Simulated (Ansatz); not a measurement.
Structure from Materials Project entry mp-315 (possibly hypothetical), not relaxed further.

PbF₂: DFT, r2SCAN, PAW with Ansatz's default frozen-core files, scalar-relativistic (Ansatz 0.2.0).

```yaml
crystal:
  lattice:
    - [0.0, 2.9579484323, 2.9579484323]
    - [2.9579484323, 0.0, 2.9579484323]
    - [2.9579484323, 2.9579484323, 0.0]
  atoms:
    - { symbol: Pb, position: [0.0, 0.0, 0.0] }
    - { symbol: F, position: [0.75, 0.75, 0.75] }
    - { symbol: F, position: [0.25, 0.25, 0.25] }
kpoints:
  mp_grid: { grid: [7, 7, 7] }
  band_path:
    path:
      - [0.0, 0.0, 0.0]
      - [0.5, 0.0, 0.5]
      - [0.625, 0.25, 0.625]
      - [0.375, 0.375, 0.75]
      - [0.0, 0.0, 0.0]
      - [0.5, 0.5, 0.5]
      - [0.5, 0.25, 0.75]
      - [0.5, 0.0, 0.5]
    npoints: 8
scf:
  occupations: { method: fermi_dirac, width: 0.02 }
hamiltonian:
  xc: r2scan
  pseudopotentials: { kind: paw }
output:
  forces: true
  stress: true
  eigenvalues: true
  efg: { contact_densities: true }
  populations: true
  bader: true
  dos: { projected: true, de: 0.2, e_range: [-14, 8] }
```

Output:

```
Pb: output.efg is read without spin–orbit coupling, which moves field gradients at and beside such atoms by some per cent and up to a factor of two; PAW files take it under magnetization.noncollinear and magnetization.spin_orbit
Engine: ansatz 0.2.0
Pseudopotentials: kind: paw
Pseudopotential: Pb, paw, valence charge 14, recommended cutoff 500 eV (meta_gga)
Pseudopotential: F, paw, valence charge 7, recommended cutoff 500 eV (meta_gga)
Functional definition: r2SCAN
  parameter k0 = 0.174
  parameter k1 = 0.065
  parameter a1 = 4.9479
  exchange = r2scan_x(k0 = k0, k1 = k1, a1 = a1)
  correlation = r2scan_c
Crystal: 3 atoms, lattice volume = 51.761 Å³
Basis set: ecut = 500 eV, 1363 PW (Γ), exchange–correlation on 128×128×128 points (64 copies of the dense FFT grid, shifted against one another)
Bands: 18, of which v1, the nominal top of the filled ones, is band 14 counted from 1 (13 counted from 0)
Symmetry: 48 space group operations
Space group: Fm-3m (ITA 225), of the structure as read, at distance tolerance 3.7e-5 Å
k-points: 20 of 343
Non-local potential: Pb, projectors of the file, l = 0: 2, l = 1: 2, l = 2: 2, l = 3: 2
Non-local potential: F, projectors of the file, l = 0: 2, l = 1: 2, l = 2: 1
PAW form: soft (Blöchl's): semilocal exchange-correlation on the pseudo side does not see the compensation charge
PAW frozen core: Pb, regenerated for the run's functional (the file was generated under x = pbe(κ = 0.804, μ = 0.2195149727645171), c = pbe(β = 0.06672455060314922))
PAW frozen core: F, regenerated for the run's functional (the file was generated under x = pbe(κ = 0.804, μ = 0.2195149727645171), c = pbe(β = 0.06672455060314922))
PAW one-centre angular grid: Pb, 590 points (default); XC on 160 Gauss nodes
PAW one-centre angular grid: F, 302 points (default); XC on 160 Gauss nodes
Initial density: superposition of atomic densities (neutral atoms: chi_scale 0, normalization atom), corrected by the library's trained network
Initial wavefunctions: pseudopotential atomic-orbital guess
Functional: x = r2scan, c = r2scan; τ floored in thin density (d = 2e-4 eV/Å³)
SCF iter   1: F=—  HF=-13542.208412 eV  |F-HF|=—  |Δ(HF+E_count)|=         —  Δρ=9.39e-3  dr2=4.13e-2  dr2_τ=5.65e-2  ethr=1.77e-3  ⟨swp⟩=5.6  Hψ=1791  notcnv=0
preconditioner: auto → none  [insulator: Δε(μ)=5.066 eV  Ē_g=18.212 eV  σ=0.020 eV  W_gap=1.00  n_scr=14 (ndim 8)  ℏωp=27.3 eV  f_vac=0.127  D(μ)=0.00/eV (n_scr^D=0)  ε∞_Penn≈3.2]
SCF iter   2: F=—  HF=-13542.239310 eV  |F-HF|=—  |Δ(HF+E_count)|=   3.09e-2  Δρ=5.60e-3  dr2=5.55e-3  dr2_τ=1.44e-3  ethr=1.48e-4  ⟨swp⟩=2.2  Hψ=884  notcnv=0
SCF iter   3: F=—  HF=-13542.238170 eV  |F-HF|=—  |Δ(HF+E_count)|=   1.14e-3  Δρ=1.52e-3  dr2=8.78e-4  dr2_τ=1.01e-4  ethr=1.98e-5  ⟨swp⟩=2.2  Hψ=725  notcnv=0
SCF iter   4: F=—  HF=-13542.237983 eV  |F-HF|=—  |Δ(HF+E_count)|=   1.87e-4  Δρ=5.59e-4  dr2=5.62e-5  dr2_τ=1.23e-5  ethr=3.14e-6  ⟨swp⟩=2.2  Hψ=440  notcnv=0
SCF iter   5: F=—  HF=-13542.237972 eV  |F-HF|=—  |Δ(HF+E_count)|=   1.10e-5  Δρ=9.30e-5  dr2=1.37e-6  dr2_τ=3.21e-7  ethr=2.01e-7  ⟨swp⟩=2.0  Hψ=461  notcnv=0
SCF iter   6: F=—  HF=-13542.237973 eV  |F-HF|=—  |Δ(HF+E_count)|=   7.22e-7  Δρ=1.88e-5  dr2=1.70e-7  dr2_τ=7.93e-9  ethr=4.90e-9  ⟨swp⟩=2.0  Hψ=600  notcnv=0
SCF iter   7: F=-13542.237973 eV  HF=-13542.237973 eV  |F-HF|=2.21e-9  |Δ(HF+E_count)|=   1.34e-8  Δρ=2.74e-6  dr2=3.45e-9  dr2_τ=1.48e-10  ethr=3.57e-10  ⟨swp⟩=4.8  Hψ=1382  notcnv=0
SCF 1 converged in 7 iterations: F = -13542.237973 eV  dr2 = 3.45e-9
  greatest PAW one-centre occupation: 0.983 electrons in one spin orbital (limit 2), on the Pb atom at site 0 (counted from 0), in its partial waves of l = 2
NSCF: frozen V_eff on 57 k-points
SCF converged after 7 iterations
Free energy (F): -13542.237973 eV
Harris-Foulkes:  -13542.237973 eV  (|F-HF|=2.21e-9)
Internal energy: -13542.237973 eV  (E = F + TS)
E sigma→0 (E₀):  -13542.237973 eV
Fermi energy:    7.223317 eV
--- Per-component energies (eV) ---
  E_band       = -143.487128
  E_kinetic    = 701.370596
  E_local      = -2253.463749  (includes V_loc(G=0)·N_el)
  E_nonlocal   = 496.503707
  E_hartree    = 868.246059
  E_xc         = -368.630963
  E_vxc        = -379.320651  (∫ρ·V_xc dr)
  E_paw        = -10834.118383  (= ΣΔE_a)
  E_vpaw       = -472.562626  (= ΣTr[D̂ρ^β])
  E_aug_tail   = 0.002093  (compensation charges beyond the density's cutoff)
  E_vtau       = 27.493009  (kinetic-family band-sum trace: ∫τ·v_τ [+ j·A + Jᵃ·Aᵃ] dr)
  E_ewald      = -2153.050052
  E_core_change = 0.902719  (= ΣΔE_core)
  E_smearing   = -0.000000  (= −TS)
  E_closure    = -0.000000  (closes the sum)
  Σ components = -13542.237973   (vs F -13542.237973, Δ=0.00e0)
--- Forces (eV/Å), atoms counted from 1 ---
  atom   1  Pb    -0.00000000     0.00000000    -0.00000000
  atom   2  F      0.00000000     0.00000000     0.00000000
  atom   3  F     -0.00000000    -0.00000000     0.00000000
  max |Σ_I F_I| component: 1.16e-17 eV/Å
--- Stress (GPa, compression-positive) ---
        0.209577       0.000000      -0.000000
        0.000000       0.209577      -0.000000
        0.000000      -0.000000       0.209577
  P = ⅓ Tr σ = 0.2096 GPa (2.096 kbar)
--- PAW observables at the nuclei: V_zz in 10²¹ V/m², potentials from the cell's mean, atoms counted from 1 ---
  atom   1  Pb V_zz =    +0.000000   η = 0.0000   by run symmetry: forbidden
            electrostatic potential = -17477.522413 V   contact ρ = 16525961.364531 e/Å³
  atom   2  F  V_zz =    +0.000000   η = 0.0000   by run symmetry: forbidden
            electrostatic potential = -740.916157 V   contact ρ = 3121.484407 e/Å³
  atom   3  F  V_zz =    -0.000000   η = 0.0000   by run symmetry: forbidden
            electrostatic potential = -740.916157 V   contact ρ = 3121.484407 e/Å³
--- Band table (eV; the first three rows and the last of 20) ---
  k-point 0: bands = ["-17.7085", "-17.1135", "-10.1770", "-10.1770", "-10.1770", "-10.1317", "-10.1317", "0.2167", "2.0366", "2.0366", "2.0366", "2.5454", "2.5454", "2.5454", "12.0510", "12.0510", "12.0510", "15.4442"]
  k-point 1: bands = ["-17.6716", "-17.1465", "-10.1694", "-10.1694", "-10.1370", "-10.1311", "-10.1311", "-0.1782", "1.8975", "2.0012", "2.0012", "2.5119", "2.5119", "3.1148", "11.3005", "12.2231", "12.2231", "16.6652"]
  k-point 2: bands = ["-17.5777", "-17.2301", "-10.1633", "-10.1633", "-10.1188", "-10.1188", "-10.0497", "-0.7945", "1.6969", "1.9237", "1.9237", "2.4364", "2.4364", "4.0055", "10.4752", "12.6201", "12.6201", "18.0635"]
  k-point 19: bands = ["-17.3942", "-17.3856", "-10.1532", "-10.1228", "-10.0952", "-10.0326", "-10.0126", "-1.6776", "0.8808", "1.6189", "2.0796", "2.8633", "2.9816", "4.7296", "11.0548", "11.4964", "12.8398", "15.2038"]
--- Löwdin populations: 3 sites ---
  site symbol       q [e]
     0     Pb     12.7865
     1      F      7.5667
     2      F      7.5667
  spilling = 0.002859 (of n_electrons = 28.000000)
--- Bader charges: 3 sites ---
  site symbol  charge [e]  shift [e]
     0     Pb      1.6233     0.0000
     1      F     -0.8116     0.0000
     2      F     -0.8116     0.0000
  estimated error of the sums over rays = 1.7e-4 e
```

populations.tsv:

```
# site	symbol	l	j	q
# orbitals = lowdin
# n_electrons = 28.000000
# spilling = 0.002859
0	Pb	0_6S	-	1.941755
0	Pb	1_6P	-	0.847151
0	Pb	2_5D	-	9.997596
1	F	0_2S	-	1.917940
1	F	1_2P	-	5.648780
2	F	0_2S	-	1.917940
2	F	1_2P	-	5.648780
```

bader_charges.tsv:

```
# site	symbol	x_ang	y_ang	z_ang	partial_charge_e	electrons	volume_ang3	relative_density_drop	shared_charge_e	partial_wave_shift_e
# quadrature_error_electrons = 1.7e-4
0	Pb	0.0000	0.0000	0.0000	1.62326	80.37674	20.92	-	1.62326	0.00000
1	F	4.4369	4.4369	4.4369	-0.81163	9.81163	15.03	-	-0.81163	0.00000
2	F	1.4790	1.4790	1.4790	-0.81163	9.81163	15.03	-	-0.81163	0.00000
```
